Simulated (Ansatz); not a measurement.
A geometry of Bi₂Te₃ away from equilibrium: the start of the relaxation of a generated cell, Bi2Te3 placed in the AFLOW prototype A3B2_hR5_155_e_c (D5_e, as in Ni3S2). Computed with PBE (plane waves to 420 eV, PAW, scalar-relativistic; Ansatz, an electronic-structure program). Γ-centred k-mesh 4×4×4 on the run's cell (coarser than for final values), Fermi–Dirac smearing 0.05 eV.

```xyz
5
Lattice="3.9450 2.2776 3.2638 -3.9450 2.2776 3.2638 0.0000 -4.5553 3.2638" Properties=species:S:1:pos:R:3:forces:R:3 pbc="T T T" free_energy=-45737.960 pressure_GPa=5.5
Te    -2.0127     0.0000     4.8956   -0.2127    0.0000    0.0000
Te     1.0064    -1.7431     4.8956    0.1064   -0.1842    0.0000
Te     1.0064     1.7431     4.8956    0.1064    0.1842    0.0000
Bi     0.0000     0.0000     2.4684    0.0000    0.0000    0.2223
Bi     0.0000     0.0000     7.3229    0.0000    0.0000   -0.2223
```

Positions in Å, forces in eV/Å, free energy of the cell in eV (comparable only within this code, potentials and settings). Largest force: 0.22 eV/Å, on Te1, Te2, Te3, Bi4, Bi5 (atoms numbered as listed); the geometry lies 0.19 eV/atom above the end of its relaxation.

No spin polarisation in the result.

The run could not lose the symmetry of its start, so the end can be a saddle point.

The end of the path is a generated cell of Bi2Te3: the first start was made by placing the elements on the sites of a structure type, and the end was not matched to a known phase here, so it may be hypothetical. Known forms of Bi2Te3 include space group No. 166.
